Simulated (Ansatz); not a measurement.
BiPd

```
Bi Pd
1.0
     4.23000    0.00000    0.00000
    -2.11500    3.66329    0.00000
     0.00000    0.00000    5.69000
Bi Pd
2 2
Direct
  0.33333 0.66667 0.25000
  0.66667 0.33333 0.75000
  0.00000 0.00000 0.00000
  0.00000 0.00000 0.50000
```

Atom numbers follow the list: Bi1, Bi2, Pd3, Pd4.

The conventional cell has a = 4.230 Å, b = 4.230 Å, c = 5.690 Å, α = 90.00°, β = 90.00°, γ = 120.00°. Around Bi (atom 1) lie 6 Pd at 2.83 Å. Pd (atom 3) is surrounded by 6 Bi at 2.83 Å and 2 Pd at 2.85 Å.

The cell is COD entry 9004224, as deposited and not checked against the literature; nothing was relaxed.

Spin polarisation is left out, and whether a magnetic state lies lower isn't shown here.

No spin–orbit coupling, which matters for the heavy atoms here.

Methods: DFT, PBEsol, all-electron LAPW, scalar-relativistic (Ansatz 0.2.0); DFT, PBEsol, PAW with Ansatz's default frozen-core files, scalar-relativistic (Ansatz 0.2.0).

For LAPW: a Γ-centred 9×9×6 k mesh, Fermi–Dirac smearing of 0.03 eV, basis error target 0.5 meV/atom, no spin polarisation. PAW takes a cutoff of 420 eV at this cell (files made with PBE, cores remade for this functional). The Ansatz runs share mesh, smearing and spin set-up. Values come from LAPW unless marked.

```
Pressure at this cell                                                                                                  : 0.20 GPa
Band gap                                                                                                               : none: bands cross the Fermi level, a metal
Stress xx, yy, zz (compression positive)                                                                               : 0.48, 0.48, -0.36 GPa
Density of states at the Fermi level (0.2 eV bin)                                                                      : 2.27 states/eV per cell
Löwdin charges (with 0.37 e of the cell spilling out of the atomic basis, so their sizes and signs hang on that basis) : Bi1 -0.45, Pd3 0.64 e
Bader charges (from the PAW run)                                                                                       : Bi1 +0.48, Pd3 -0.48 e
Volume per atom                                                                                                        : 22.04 Å³
```
